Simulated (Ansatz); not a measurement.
**Elastic constants of YIn: input and output**

Computed with Ansatz 0.2.0, DFT LDA, scalar-relativistic, plane waves, PAW.

Launched with:
```bash
ansatz run input.yaml --threads 1 --pin off --max-ram 3072MiB --backend cpu --events-out ev --progress --plain --runs-dir out
```

Input (bare energies are in eV):
```yaml
crystal:
  lattice:
    - [3.667092187, 0.0, 0.0]
    - [0.0, 3.667092187, 0.0]
    - [0.0, 0.0, 3.667092187]
  atoms:
    - { symbol: "Y", position: [0.5, 0.5, 0.5] }
    - { symbol: In, position: [0.0, 0.0, 0.0] }
basis:
  ecutwfc: 420
kpoints:
  mp_grid: { grid: [12, 12, 12] }
hamiltonian:
  xc: lda
scf:
  occupations: { method: fermi_dirac, width: 0.15 }
output:
  forces: true
  stress: true
  eigenvalues: true
elastic:
  mode: relaxed_ion
  amplitude: 0.005
```

From the output:
```
--- Elastic constants: 2 strain directions × 4 members + reference (group order 48) ---
  dense FFT box of the reference and of every strained cell: 25×25×25
  strains applied: 11, 23; error gains: componentwise 1.00 (the most a stress slope's error grows in a printed constant), spectral 1.73 (1 for all six strains in a standard setting)
  C = ∂σ_k/∂η_j (tension-positive GPa; Voigt order 11 22 33 23 13 12):
        74.240     65.607     65.607     -0.000     -0.000     -0.000
        65.607     74.240     65.607     -0.000     -0.000     -0.000
        65.607     65.607     74.240     -0.000     -0.000     -0.000
         0.000     -0.000      0.000     50.588     -0.000      0.000
        -0.000     -0.000      0.000      0.000     50.588     -0.000
        -0.000      0.000     -0.000      0.000      0.000     50.588
  reference stress σ⁰ (GPa):      0.001      0.001      0.001      0.000     -0.000      0.000
  C* (energy form; C + prestress term) asymmetry max|C*_kj − C*_jk| = 2.842e-14 GPa — a small one proves nothing (zero by symmetry where the batch's group is 432, −43m or m−3m); a large one is finite-difference/SCF noise where every solve ...
  moduli (Voigt/Reuss/Hill, GPa): K = 68.48/68.48/68.48   G = 32.08/9.57/20.82   E = 56.72   ν = 0.362
  mechanically stable: yes (min eigenvalue of sym C = 8.63 GPa)
  strain η (Voigt 11):  stress-route row diagonal C_11 = 74.24 GPa, energy-path curvature d²(F+E_count+ΔE)/dδ²/Ω₀ = 74.24 GPa
    cells at ±δ against ±2δ: C21 65.62 and 65.65 GPa, apart by 0.04 % of the column's largest entry
         δ    σ_11 (GPa) F (eV) n_scf n_hpsi n_pw
    -1.000e-2      -0.7690       -9203.9422280       9   64126    976   relax 0 steps, max|allowed force component| 4.63e-30 eV/Å
    -5.000e-3      -0.3773       -9203.9431083       4   53353    976   relax 0 steps, max|allowed force component| 4.54e-30 eV/Å
     5.000e-3       0.3652       -9203.9431131       4   48200    992   relax 0 steps, max|allowed force component| 5.92e-30 eV/Å
     1.000e-2       0.7165       -9203.9422797       7   55481    996   relax 0 steps, max|allowed force component| 3.94e-30 eV/Å
  strain η (Voigt 23):  stress-route row diagonal C_44 = 50.59 GPa, energy-path curvature d²(F+E_count+ΔE)/dδ²/Ω₀ = 50.59 GPa
    cells at ±δ against ±2δ: C44 50.59 and 50.59 GPa, apart by 0.00 % of the column's largest entry
         δ    σ_23 (GPa) F (eV) n_scf n_hpsi n_pw
    -1.000e-2      -0.5059       -9203.9426181       8  100743    980   relax 0 steps, max|allowed force component| 5.52e-30 eV/Å
    -5.000e-3      -0.2529       -9203.9432020       4   79236    984   relax 0 steps, max|allowed force component| 3.35e-30 eV/Å
     5.000e-3       0.2529       -9203.9432020       4   78445    984   relax 0 steps, max|allowed force component| 2.96e-30 eV/Å
     1.000e-2       0.5059       -9203.9426181       7   86367    980   relax 0 steps, max|allowed force component| 4.46e-29 eV/Å
```

It took 77 s on 1 thread of Arm Neoverse V2, with other jobs on the host, peak memory 0.51 GiB.

In a metal, frequencies and elastic constants depend on the k mesh and the smearing, soft modes and shear constants most.

The least eigenvalue is 8.6 GPa; in a metal on this mesh the verdict on stability isn't firm within about 20 GPa or a tenth of the bulk modulus.